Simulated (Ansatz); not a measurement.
## Be (hcp, Mg type), frozen-phonon scan

Be (hcp, Mg type)

```yaml
crystal:
  lattice:
    - [4.52899, 0.00000, 0.00000]
    - [-1.13225, 1.96111, 0.00000]
    - [0.00000, 0.00000, 3.56090]
  atoms:
    - { symbol: Be, position: [0.16667, 0.66667, 0.75000] }
    - { symbol: Be, position: [0.66667, 0.66667, 0.75000] }
    - { symbol: Be, position: [0.33333, 0.33333, 0.25000] }
    - { symbol: Be, position: [0.83333, 0.33333, 0.25000] }
```

A phonon eigenvector at M = (0.5, 0.0, 0.0) is frozen into this cell: atom i moves by Q times the vector below, so Q is the largest atomic displacement, in Å. The cell is held. (q is in reciprocal vectors of the primitive cell; the cell shown is doubled to hold the pattern.)

```
atom       x       y      z
----  ------  ------  -----
Be1    0.500  -0.866  0.000
Be2   -0.500   0.866  0.000
Be3    0.500  -0.866  0.000
Be4   -0.500   0.866  0.000
```

Method: PBE (plane waves to 420 eV, PAW, scalar-relativistic; Ansatz, a quantum-chemistry and plane-wave program). k mesh 23×23×13 (Γ-centred), Fermi-Dirac smearing 0.05 eV. The energy includes the smearing's −TS. Compression counts positive. With partly filled bands, energies and forces of such displacements shift with the k mesh and the smearing. Be was relaxed with its symmetry unable to fall. The PAW data are Ansatz's earlier set. The zero of ΔE is the undisplaced structure.

```csv
Q (Å),ΔE (meV/cell),P (GPa),−dE/dQ from forces (eV/Å)
-0.180,331,1.7,3.454
-0.150,234,1.2,2.993
-0.120,152,0.8,2.470
-0.090,87,0.4,1.896
-0.060,39,0.2,1.284
-0.030,10,0.0,0.648
0.000,0,0.0,0.000
0.030,10,0.0,-0.648
0.060,39,0.2,-1.284
0.090,87,0.4,-1.896
0.120,152,0.8,-2.470
0.150,234,1.2,-2.993
0.180,331,1.7,-3.454
```

What the scan shows:

```
Quantity                                                                                                             Result
-----------------------------------------------------------  --------------------------------------------------------------
Energy at Q = 0.180 Å                                                                                          331 meV/cell
Space group of the distorted cell                                                      Pnma (No. 62), lowered from P6_3/mmc
Symmetry of the curve                                                                         even: the same for both signs
Shape of the curve                                           a single well with its minimum at or next to zero displacement
Harmonic wavenumber from the curvature (finite differences)                                                        404 cm⁻¹
Wavenumber by perturbation theory (DFPT, on another k mesh)                                                        403 cm⁻¹
```

(A displaced cell: forces are minus the slopes of the energy, force constants its curvatures, and phonons follow from these.)
